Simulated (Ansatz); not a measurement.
**4 guesses for Ti3W2 and where they end**

These are results of DFT PBE, scalar-relativistic, plane waves, PAW in Ansatz, not measurements. Settings: cutoff 420 eV, Γ-centred meshes spaced at most about 0.3 Å⁻¹, and about 0.25 Å⁻¹ or finer for metals (2π included), Gaussian smearing. No spin polarisation in the final relaxations.

Each guess was relaxed in cell and atoms at zero pressure, within the symmetry of its start. All energies are static (0 K, no zero-point motion). Coordination counts all near atoms (those within 1.25 times the shortest distance at each site; a plus sign parts nearer from farther groups; a slash parts the counts of unlike sites).

```
guess    made from  start group  V start (Å³/atom)  end group  V end (Å³/atom)  coordination at the end  gap on mesh (eV)  E over the lowest end (meV/atom)
    1  random cell        Pm-3m               19.2      Pm-3m             20.1           Ti 2, W 6/12+8                 0                              1174
    2   Hf3N2 type         R-3m               13.4       R-3m             16.7              Ti 12, W 12                 0                                 0
    3  Al3Pt2 type        P-3m1               15.6          ?                ?                        ?                 ?                                 ?
    4  random cell       P6/mmm               17.9     P6/mmm             23.9              Ti 8, W 1+1                 0                              1149
```

Guess 3 as it starts:

```cif
data_structure
_symmetry_space_group_name_H-M 'P-3m1'
_symmetry_Int_Tables_number 164
_cell_length_a 4.1784
_cell_length_b 4.1784
_cell_length_c 5.1535
_cell_angle_alpha 90.000
_cell_angle_beta 90.000
_cell_angle_gamma 120.000
_cell_volume 77.92
loop_
_atom_site_label
_atom_site_type_symbol
_atom_site_symmetry_multiplicity
_atom_site_Wyckoff_symbol
_atom_site_fract_x
_atom_site_fract_y
_atom_site_fract_z
_atom_site_occupancy
Ti1 Ti 1 a 0.00000 0.00000 0.00000 1
Ti2 Ti 2 d 0.33333 0.66667 0.64683 1
W1 W 2 d 0.33333 0.66667 0.16613 1
```

Question: Fill in the missing row: what does this guess relax into, and where does it rank?

Answer: It ends in space group P-3m1 (No. 164), with a = 4.591 Å, c = 5.116 Å, 18.7 Å³/atom and no gap. It lies 200 meV/atom over the lowest end, above guess 2 and below guess 4. Counting all near atoms, this end has Ti 2+6/6+6, W 11 and the lowest (guess 2) has Ti 12, W 12.

```
Ti W
1.0
     4.59090    0.00000    0.00000
    -2.29545    3.97583    0.00000
     0.00000    0.00000    5.11637
Ti W
3 2
Direct
  0.00000 0.00000 0.00000
  0.33333 0.66667 0.62993
  0.66667 0.33333 0.37007
  0.33333 0.66667 0.11300
  0.66667 0.33333 0.88700
```

The zero of energy is the elements' standard structures at the same level; no fitted shifts are applied.

Question: Is the lowest end bound against the elements?

Answer: No: its formation energy is +0.23 eV/atom. A positive value: parting into the elements would lower its energy.

These runs have no spin–orbit coupling, which can matter for W. A magnetic state wasn't ruled out in cells without spin, among them P6/mmm. Cells relaxed within their symmetry can be saddle points. A lower structure may well exist outside this small set. Some candidate types were left out of the draw beforehand, so a known form may be missing.
